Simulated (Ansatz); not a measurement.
## Ansatz 0.2.0, relaxation: TiClO

Input:

```yaml
crystal:
  lattice:
    - [3.81630405, 0.0, 0.0]
    - [0.0, 3.38790225, 0.0]
    - [0.0, 0.0, 8.10939411]
  atoms:
    - { symbol: O, position: [0.75, 0.75, 0.9446] }
    - { symbol: O, position: [0.25, 0.25, 0.0554] }
    - { symbol: Cl, position: [0.25, 0.25, 0.66804] }
    - { symbol: Cl, position: [0.75, 0.75, 0.33196] }
    - { symbol: Ti, position: [0.25, 0.75, 0.88068] }
    - { symbol: Ti, position: [0.75, 0.25, 0.11932] }
kpoints:
  mp_grid: { grid: [6, 6, 3], shift: [0, 0, 0] }
magnetization:
  spin_polarized: true
scf:
  occupations: { method: fermi_dirac }
  lower_state_search: "off"
hamiltonian:
  pseudopotentials: { kind: paw }
  xc: r2scan
  hubbard:
    projectors: all-electron-ortho-atomic
    sites: [{ species: Ti, l: d, u: 2.94, j: 0.76 }]
basis:
  ecutwfc: 500
  fft_grid_basis: typed
relax:
  max_steps: 60
output:
  forces: true
  stress: true
  eigenvalues: true
  bader: true
  populations: true
  elf: true
  write_potential: true
  volumetric_format: npy
  dos:
    e_range: [-12, 8]
    de: 0.05
    projected: { site_lists: { Cl: [Cl], O: [O], Ti: [Ti] } }
checkpoint:
  read: saved_state
```

Launch command:

```bash
ansatz run input.yaml --threads 2 --pin off --max-ram 4096MiB --backend cpu --events-out ev --progress --plain --runs-dir out
```

Origin of the cell: a database entry, scaled a little.

The smearing width isn't typed, so it takes its default of 0.1 eV.

The saved state is a converged single point of the same cell, with its larger moments on Ti5 up, Ti6 up.

Steps:

| step | ΔF (meV/atom) | max force component (eV/Å) | SCF iterations | step was |
| --- | --- | --- | --- | --- |
| 1 | 0.0 | 0.237 | 8 | accepted |
| 2 | -0.6 | 0.035 | 6 | accepted |
| 3 | -0.6 | 0.014 | 6 | accepted |
| 4 | -0.6 | 0.002 | 5 | accepted |

Step 1, with forces in eV/Å:

```xyz
6
Lattice="3.816 0.000 0.000 0.000 3.388 0.000 0.000 0.000 8.109" Properties=species:S:1:pos:R:3:forces:R:3 pbc="T T T" step=1
O     2.862    2.541    7.660    0.000    0.000    0.017
O     0.954    0.847    0.449    0.000    0.000   -0.017
Cl    0.954    0.847    5.417    0.000    0.000   -0.016
Cl    2.862    2.541    2.692    0.000    0.000    0.016
Ti    0.954    2.541    7.142    0.000    0.000    0.237
Ti    2.862    0.847    0.968    0.000    0.000   -0.237
```

Step 2, with forces in eV/Å:

```xyz
6
Lattice="3.816 0.000 0.000 0.000 3.388 0.000 0.000 0.000 8.109" Properties=species:S:1:pos:R:3:forces:R:3 pbc="T T T" step=2
O     2.862    2.541    7.661    0.000    0.000    0.028
O     0.954    0.847    0.449    0.000    0.000   -0.028
Cl    0.954    0.847    5.429    0.000    0.000   -0.015
Cl    2.862    2.541    2.680    0.000    0.000    0.015
Ti    0.954    2.541    7.155    0.000    0.000    0.035
Ti    2.862    0.847    0.954    0.000    0.000   -0.035
```

Step 4, with forces in eV/Å:

```xyz
6
Lattice="3.816 0.000 0.000 0.000 3.388 0.000 0.000 0.000 8.109" Properties=species:S:1:pos:R:3:forces:R:3 pbc="T T T" step=4
O     2.862    2.541    7.664    0.000    0.000    0.002
O     0.954    0.847    0.445    0.000    0.000   -0.002
Cl    0.954    0.847    5.429    0.000    0.000    0.000
Cl    2.862    2.541    2.680    0.000    0.000    0.000
Ti    0.954    2.541    7.157    0.000    0.000   -0.002
Ti    2.862    0.847    0.952    0.000    0.000    0.002
```

```yaml
Free_energy_lowered_by: 0.6 meV/atom
Final_pressure: 1.04 GPa
Relaxation_steps_listed: 4
Site_moments_at_the_end_small_spheres_which_read_low: Ti5 +0.7, Ti6 +0.7 μB
Total_moment: 2.00 μB
```

Caveats: the SCF threshold is looser than advised for a stress; the magnetic state was chosen at the start cell and may not be the lowest after relaxing; the relaxation held the start's symmetry, so the end may be a saddle point.

Time: 52 s on 2 threads of AMD EPYC 9R45 96-Core Processor (Zen 5) (shared host), peak memory 0.99 GiB, from a saved density.
